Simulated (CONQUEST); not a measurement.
# Checks by hand on CsPbBr3 (Pm-3m, 5 atoms in the cell; from Materials Project mp-600089)

```yaml
crystal:
  lattice:
    - [5.94863, 0.00000, 0.00000]
    - [0.00000, 5.94863, 0.00000]
    - [0.00000, 0.00000, 5.94863]
  atoms:
    - { symbol: Cs, position: [0.00000, 0.00000, 0.00000] }
    - { symbol: Pb, position: [0.50000, 0.50000, 0.50000] }
    - { symbol: Br, position: [0.50000, 0.50000, 0.00000] }
    - { symbol: Br, position: [0.00000, 0.50000, 0.50000] }
    - { symbol: Br, position: [0.50000, 0.00000, 0.50000] }
```

Method: PBE, numerical atomic orbitals double-zeta with polarisation (the shipped basis), PseudoDojo norm-conserving potentials made for PBE run with CONQUEST.

Main settings: basis = DZP; Diag.MPMeshX, Y, Z = 4 4 4; potentials = PseudoDojo norm-conserving PBE; Grid.GridCutoff = 175 Ha; DM.SolutionMethod = diagon; Diag.kT = 0.0001 Ha; Diag.GammaCentred = true; minE.SCTolerance = 1.0e-07.

Spin-orbit coupling is left out, which matters for bands and gaps with elements this heavy. The program uses no crystal symmetry, so grid and mesh can part values that symmetry would make equal. The atom-centred basis is finite, which shifts total energies, pressures and gaps against plane waves. The structure comes from a collection of computed structures, made at another level of theory; the collection holds predicted forms beside known ones.

The lattice vector along y was scaled by 0.99 and 1.01. Diagonal stress (xx, yy, zz; GPa, positive for compression): 0.83, 1.28, 0.83 at 0.99 and 0.69, 0.26, 0.69 at 1.01. Free energies at 0.99, 1 and 1.01: -3841.0944, -3841.1079, -3841.1143 eV; V = 210.50 Å³.

### Question
Estimate the stress-strain coefficients for strain along y.

### Answer
With compression positive, C = −Δσ/Δε and Δε = 0.02: xx–yy: −(0.69 − (0.83))/0.02 = 7 GPa; yy–yy: −(0.26 − (1.28))/0.02 = 51 GPa; zz–yy: −(0.69 − (0.83))/0.02 = 7 GPa. From the energies, (F₊ + F₋ − 2F₀)/(V ε²) = 0.0071 eV/(210.50 Å³ × 10⁻⁴) × 160.218 = 54 GPa for the first kind of constant. They differ by about 6 %; finite steps, anharmonic terms and grid noise can each give a difference of this size. These are clamped-ion values at the base cell's own pressure; letting the atoms relax lowers them where positions are free.
